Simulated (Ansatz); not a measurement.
The start is a generated cell, Si2W placed in the Al2Cu structure type. The cell and all atomic positions are relaxed at zero pressure with PBEsol (plane waves to 420 eV, PAW, scalar-relativistic; Ansatz, an electronic-structure program). First-step values are on the input's coarse k-mesh.

Ansatz input (later rounds restart from its end on a renewed k-mesh):
Ansatz 0.2 input:
```yaml
crystal:
  lattice:
    - [-3.398755, 3.398755, 2.73476]
    - [3.398755, -3.398755, 2.73476]
    - [3.398755, 3.398755, -2.73476]
  atoms:
    - { symbol: Si, position: [0.658, 0.158, 0.816] }
    - { symbol: Si, position: [0.842, 0.658, 0.5] }
    - { symbol: Si, position: [0.158, 0.342, 0.5] }
    - { symbol: Si, position: [0.342, 0.842, 0.184] }
    - { symbol: W, position: [0.25, 0.25, 0] }
    - { symbol: W, position: [0.75, 0.75, 0] }
basis: { ecutwfc: 420, ecutrho_ratio: 4, xc_grid: 2, fft_grid_basis: typed }
kpoints: { mp_grid: { grid: [6, 6, 6] } }
hamiltonian:
  xc: pbesol
  dispersion: none
  pseudopotentials: { kind: paw }
scf: { occupations: { method: fermi_dirac, width: 0.05 } }
relax: { f_tol: 0.01, max_steps: 100, cell: { stress_tol: 0.02 } }
output: { forces: true, stress: true }
```

Q: How large is the pressure on the unrelaxed cell, and of which sign?

A: -29 GPa (negative: the cell is under tension).

Q: What is the largest force in the starting geometry, and on which atom (counted from 1)?

A: About 0.2 eV/Å, on Si1, Si2, Si3, Si4 (atoms numbered as listed).

Q: How much energy is released per atom?

A: 0.79 eV/atom.

Q: How does the volume change?

A: -27.9 %, from 21.06 to 15.19 Å³/atom.

Q: How do the shortest distances between atoms change?

A: The closest pairs of elements (up to four, under 3.6 Å), start → end: Si–Si 3.04 → 2.38 Å; W–W 2.73 → 2.56 Å; Si–W 2.90 → 2.63 Å.

Q: What band gap does the relaxed structure have at this level?

A: Zero (metallic).

Q: Write out the relaxed structure.

A: 
```cif
data_Si8W4
_chemical_formula_sum 'Si8 W4'
_space_group_name_H-M_alt 'I4/mcm'
_space_group_IT_number 140
_space_group_name_Hall '-I 4 2c'
_cell_length_a 5.96143
_cell_length_b 5.96143
_cell_length_c 5.12837
_cell_angle_alpha 90.000
_cell_angle_beta 90.000
_cell_angle_gamma 90.000
loop_
_atom_site_label
_atom_site_type_symbol
_atom_site_symmetry_multiplicity
_atom_site_Wyckoff_symbol
_atom_site_fract_x
_atom_site_fract_y
_atom_site_fract_z
_atom_site_occupancy
Si1 Si 8 h 0.35907 0.14093 0.00000 1
W1 W 4 a 0.00000 0.00000 0.25000 1
```
(The calculation used a cell of 6 atoms; values per cell refer to that cell.)

The space group stays I4/mcm (No. 140) (the run could not lower it); the end is AFLOW prototype A2B_tI12_140_h_a (C16, as in Al2Cu), with 6 atoms in the primitive cell. Final values are on a 12×12×12 k-mesh of the relaxed cell. No spin polarisation in the result.

The run could not lose the symmetry of its start: the end is stationary, and may be a saddle point rather than a minimum.

The relaxed structure here is a generated cell of Si2W: the first start was made by placing the elements on the sites of a structure type, and the end was not matched to a known phase here, so it may be hypothetical. Known forms of Si2W include space group No. 139.
